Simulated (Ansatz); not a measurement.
input.yaml (Ansatz)

```yaml
crystal:
  lattice:
    - [-2.1910720922, 2.1910720922, 1.1963253623]
    - [2.1910720922, -2.1910720922, 1.1963253623]
    - [2.1910720922, 2.1910720922, -1.1963253623]
  atoms:
    - { symbol: Ni, position: [0.0, 0.0, 0.0], spin: 0.8 }
    - { symbol: Ni, position: [0.75, 0.25, 0.5], spin: -0.8 }
hamiltonian:
  xc: mr2scan
  pseudopotentials:
    kind: paw
    azcp:
      Ni: "pseudopotentials/Ni.paw.azcp"
basis:
  ecutwfc: 500
  fft_grid_basis: typed
kpoints:
  mp_grid: { grid: [15, 15, 10], shift: [0, 0, 0] }
magnetization:
  spin_polarized: true
scf:
  occupations: { method: fermi_dirac, width: 0.05 }
relax:
  max_steps: 60
  f_tol: 0.01
  cell: {}
```

Terminal output

```
Warning: crystal.symmetry: narrowed to the stabiliser of the k-point mesh — unitary ops 8 → 2; excluded 6 operations that carry a point of the 15×15×10 mesh (shift [0, 0, 0]) off the mesh (the run samples exactly the mesh kpoints.mp_grid names, as under crystal.symmetry.detect: false, and its converged state has the mesh's symmetry, not the crystal's; ε∞, the Born charges and the force constants of a linear response (`dielectric:` by the response, `phonons.method: dfpt`) are averaged over those of the crystal's operations that the state keeps within a tolerance, where `mesh_tensors`, `unaveraged_element` or `gamma_mean_max_change_ev_ang2` stands beside them; a row that `dielectric.field_direction` solves alone is averaged likewise, with nothing beside; a Γ-centred mesh of equal divisions is mapped onto itself by every operation and keeps the whole group, as does a half-shifted one under kpoints.further_shifts: images)
Engine: ansatz 0.2.0, aarch64-unknown-linux-gnu
Pseudopotentials: kind: paw
Pseudopotential: Ni, paw, valence charge 18, recommended cutoff 500 eV (meta_gga) 
Functional definition: m-r2SCAN
  exchange = m_r2scan_x
  correlation = m_r2scan_c
Crystal: 2 atoms, lattice volume = 22.973 Å³
Basis set: ecut = 500 eV, 581 PW (Γ), exchange–correlation on 100×100×100 points (64 copies of the dense FFT grid, shifted against one another)
Bands: 23, of which v1, the nominal top of the filled ones, is band 18 counted from 1 (17 counted from 0)
Symmetry: 2 space group operations
k-points: 608 of 2250 (time reversal used)
Non-local potential: Ni, projectors of the file, l = 0: 3, l = 1: 2, l = 2: 3, l = 3: 1
PAW form: soft (Blöchl's): semilocal exchange-correlation on the pseudo side does not see the compensation charge
PAW frozen core: Ni, regenerated for the run's functional (the file was generated under x = pbe(κ = 0.804, μ = 0.2195149727645171), c = pbe(β = 0.06672455060314922))
PAW one-centre angular grid: Ni, 590 points (default); XC on 160 Gauss nodes
Initial density: superposition of atomic densities (chi_scale 0.1, normalization cell)
Starting moments: Σ|m| = 1.6 μB on 2 of 2 sites
Initial wavefunctions: pseudopotential atomic-orbital guess
Functional: x = mr2scan, c = mr2scan; τ floored in thin density (d = 2e-4 eV/Å³)
iter 1 solved again at ethr=4.99e-4 eV; its pass at ethr=3.10e-3 eV (dr2=1.80e-1 eV) is discarded
SCF iter   1: F=—  HF=-11686.937215 eV  |F-HF|=—  |Δ(HF+E_count)|=         —  Δρ=3.30e-2 (↑3.30e-2 ↓3.30e-2)  dr2=9.28e-2  dr2_τ=1.02e-2  dr2_m=1.66e-1  M=-0.000 μB ∫|m|=1.147 μB  β_m=0.30  ethr=4.99e-4  ⟨swp⟩=4.5  Hψ=174839  notcnv=0
Mixer restart at iter 1: flushing history
eigensolver tolerance schedule: the retry pair's looser diagonalisation over-reported the residual by 0.94 of it (diagonalisation noise at 0.22 of the residual, at the tolerance the schedule requests for it); recorded, not acted on — ethr = c·dr2/N_el stays at c = 1.0e-1
SCF iter   2: F=—  HF=-11687.448201 eV  |F-HF|=—  |Δ(HF+E_count)|=         —  Δρ=8.19e-2 (↑8.19e-2 ↓8.19e-2)  dr2=5.86e-2  dr2_τ=7.73e-3  dr2_m=1.36e0  M=-0.000 μB ∫|m|=0.317 μB  β_m=0.30  ethr=2.58e-4  ⟨swp⟩=5.5  Hψ=76531  notcnv=0  defer=12
Mixer restart at iter 2: flushing history
SCF iter   3: F=—  HF=-11688.215395 eV  |F-HF|=—  |Δ(HF+E_count)|=   7.67e-1  Δρ=6.38e-2 (↑6.38e-2 ↓6.38e-2)  dr2=6.93e-2  dr2_τ=3.72e-3  dr2_m=8.15e-1  M=-0.000 μB ∫|m|=0.241 μB  β_m=0.30  ethr=1.63e-4  ⟨swp⟩=3.3  Hψ=55986  notcnv=0  defer=136  κ⁻¹=1.0e0(r=1)
SCF iter   4: F=—  HF=-11689.462049 eV  |F-HF|=—  |Δ(HF+E_count)|=    1.25e0  Δρ=5.18e-3 (↑5.18e-3 ↓5.06e-3)  dr2=6.16e-3  dr2_τ=5.23e-4  dr2_m=2.46e-3  M=-0.000 μB ∫|m|=0.017 μB  β_m=0.30  ethr=1.63e-4  ⟨swp⟩=3.3  Hψ=65260  notcnv=0  defer=136  κ⁻¹=1.4e-2(r=2)
SCF iter   5: F=—  HF=-11689.464913 eV  |F-HF|=—  |Δ(HF+E_count)|=   2.86e-3  Δρ=4.84e-3 (↑4.81e-3 ↓4.84e-3)  dr2=1.68e-2  dr2_τ=3.15e-5  dr2_m=1.71e-4  M=-0.000 μB ∫|m|=0.009 μB  β_m=0.30  ethr=1.71e-5  ⟨swp⟩=2.7  Hψ=58903  notcnv=0  defer=208  κ⁻¹=1.4e-3(r=3)
...
SCF iter   1: F=—  HF=-11690.263283 eV  |F-HF|=—  |Δ(HF+E_count)|=         —  Δρ=1.73e-3 (↑1.44e-3 ↓1.73e-3)  dr2=1.20e-4  dr2_τ=4.36e-5  dr2_m=2.96e-5  M=-1.219 μB ∫|m|=1.384 μB  β_m=1.00  ethr=3.75e-7  ⟨swp⟩=3.2  Hψ=193490  notcnv=0
SCF iter   2: F=—  HF=-11690.265388 eV  |F-HF|=—  |Δ(HF+E_count)|=   2.11e-3  Δρ=1.09e-3 (↑1.09e-3 ↓1.09e-3)  dr2=5.85e-5  dr2_τ=6.71e-5  dr2_m=8.90e-8  M=-1.219 μB ∫|m|=1.385 μB  β_m=1.00  ethr=3.34e-7  ⟨swp⟩=2.4  Hψ=49824  notcnv=0  κ⁻¹=1.0e0(r=1)
SCF iter   3: F=—  HF=-11690.266068 eV  |F-HF|=—  |Δ(HF+E_count)|=   6.80e-4  Δρ=8.68e-4 (↑8.68e-4 ↓8.68e-4)  dr2=3.24e-5  dr2_τ=4.33e-5  dr2_m=5.40e-8  M=-1.219 μB ∫|m|=1.385 μB  β_m=1.00  ethr=1.63e-7  ⟨swp⟩=1.0  Hψ=27971  notcnv=0  κ⁻¹=1.9e-2(r=2)
SCF iter   4: F=—  HF=-11690.267279 eV  |F-HF|=—  |Δ(HF+E_count)|=   1.21e-3  Δρ=1.85e-4 (↑1.85e-4 ↓1.58e-4)  dr2=3.67e-6  dr2_τ=1.09e-6  dr2_m=1.57e-7  M=-1.220 μB ∫|m|=1.385 μB  β_m=1.00  ethr=9.01e-8  ⟨swp⟩=2.0  Hψ=49913  notcnv=0  κ⁻¹=5.7e-3(r=3)
SCF iter   5: F=—  HF=-11690.267315 eV  |F-HF|=—  |Δ(HF+E_count)|=   3.63e-5  Δρ=7.08e-5 (↑7.08e-5 ↓6.60e-5)  dr2=9.40e-7  dr2_τ=3.32e-8  dr2_m=2.71e-8  M=-1.220 μB ∫|m|=1.385 μB  β_m=1.00  ethr=1.02e-8  ⟨swp⟩=2.0  Hψ=45626  notcnv=0  κ⁻¹=1.0e-3(r=4)
Step cancelled. What follows is not a result of the run: it is the report of the last solve that finished, which converged after 9 SCF iterations.
Magnetization: -1.2202 μB (17.3899 up, 18.6101 down)
Absolute magnetization: 1.3874 μB (∫|ρ↑−ρ↓|, with the PAW one-centre terms)
Spin contamination: 0.0132 ħ² per cell (⟨S²⟩ above its minimum at these occupations)
Per-site moments (μB) at R_I (Å): [(-0.6481206002978486, 0.9758110212421167), (-0.6481353424879824, 0.9758110212421167)]
Free energy (F): -11690.232076 eV
Harris-Foulkes:  -11690.232076 eV  (|F-HF|=2.35e-8)
Internal energy: -11690.206105 eV  (E = F + TS)
E sigma→0 (E₀):  -11690.219091 eV
Entropy (-TS):   -0.025971 eV (-12.986 meV/atom)
Fermi energy:    18.742644 eV
--- Per-component energies (eV) ---
  E_band       = -591.571574
  E_kinetic    = 566.118849
  E_local      = -6788.682072  (includes V_loc(G=0)·N_el)
  E_nonlocal   = 1282.540922
  E_hartree    = 2844.723136
  E_xc         = -157.851215
  E_vxc        = -234.290176  (∫ρ·V_xc dr)
  E_paw        = -3289.882283  (= ΣΔE_a)
  E_vpaw       = -1124.055787  (= ΣTr[D̂ρ^β])
  E_aug_tail   = -0.000143  (compensation charges beyond the density's cutoff)
  E_vtau       = 17.333952  (kinetic-family band-sum trace: ∫τ·v_τ [+ j·A + Jᵃ·Aᵃ] dr)
  E_ewald      = -6146.573162
  E_core_change = -0.600137  (= ΣΔE_core)
  E_smearing   = -0.025971  (= −TS)
  E_closure    = -0.000000  (closes the sum)
  Σ components = -11690.232076   (vs F -11690.232076, Δ=0.00e0)
--- Forces (eV/Å), atoms counted from 1 ---
  atom   1  Ni     0.00082987    -0.00082987    -0.00000000
  atom   2  Ni    -0.00082993     0.00082993     0.00000000
  max |Σ_I F_I| component: 6.41e-8 eV/Å
--- Stress (GPa, compression-positive) ---
       -0.249525       0.001966       0.002472
        0.001966      -0.249525       0.002472
        0.002471       0.002471      -0.230634
  P = ⅓ Tr σ = -0.2432 GPa (-2.432 kbar)
--- Band table (eV; the first three rows and the last of 1216) ---
  k-point 0 ↑: bands = ["-87.6524", "-87.6042", "-46.7498", "-46.5394", "-46.4830", "-46.4432", "-46.4353", "-46.4324", "9.0066", "14.0406", "16.6138", "16.7708", "17.2691", "17.3042", "17.3301", "17.3874", "18.1376", "18.1630", "18.1868", "18.9139", "25.3142", "41.4895", "44.7107"]
  k-point 1 ↑: bands = ["-87.6487", "-87.6029", "-46.7404", "-46.5566", "-46.5032", "-46.4572", "-46.4362", "-46.4305", "9.3689", "14.2909", "16.5582", "16.6003", "17.1261", "17.2020", "17.3976", "17.4524", "17.4967", "18.1405", "18.2083", "20.2407", "25.3637", "38.4021", "44.1149"]
  k-point 2 ↑: bands = ["-87.6388", "-87.5998", "-46.7141", "-46.6012", "-46.5563", "-46.4820", "-46.4456", "-46.4320", "10.4132", "14.9340", "16.1931", "16.2743", "16.3115", "16.8620", "17.6204", "17.8515", "17.8544", "18.1330", "18.2457", "22.2298", "25.5576", "33.7460", "41.1246"]
  k-point 607 ↓: bands = ["-88.5969", "-88.5969", "-47.6682", "-47.6682", "-47.4417", "-47.4417", "-47.3579", "-47.3578", "13.6132", "13.6132", "15.0020", "15.0021", "17.2992", "17.2992", "18.2003", "18.2003", "18.2529", "18.2529", "19.3205", "19.3206", "26.2749", "26.2749", "38.0720"]
End of that report.
Error: SIGTERM received: cancelled by the caller after 5 completed SCF iterations
```

The calculation hadn't finished when its time ran out.
